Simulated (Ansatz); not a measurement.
This cell of AgI (wurtzite) is off equilibrium:

```xyz
4
Lattice="4.8119 0.0000 0.0000 -2.4060 4.1672 0.0000 0.0000 0.0000 7.5545" Properties=species:S:1:pos:R:3 pbc="T T T"
Ag     2.4060     1.3891     0.0004
Ag     0.0000     2.7782     3.7776
I      2.4060     1.3891     4.7227
I      0.0000     2.7782     0.9455
```

The numbers are results of PBE (plane waves to 420 eV, PAW, scalar-relativistic; Ansatz, a quantum-chemistry and plane-wave program), not measurements. k mesh 8×8×5 (Γ-centred), Fermi-Dirac smearing 0.05 eV. Energies are smeared free energies. Compression counts positive. As the atoms are clamped, bonds stretch with the cell, which overstates energies and stresses. AgI was relaxed with its symmetry unable to fall. Spin-orbit coupling is left out, though I is heavy.

Question: What is the stress tensor (GPa)?

Answer: 
```
  -1.32     0.00     0.00
   0.00    -1.32     0.00
   0.00     0.00     0.15
```
The pressure, a third of the trace, is -0.83 GPa.

Question: It is the relaxed cell deformed to V/V₀ = 1.040, (c/a)/(c/a)₀ = 0.960, c along z, fractional positions held. What is its energy relative to the relaxed cell?

Answer: 8.9 meV/atom.

(Under strain, the slope of the energy per volume gives the stress and its curvature an elastic modulus.)
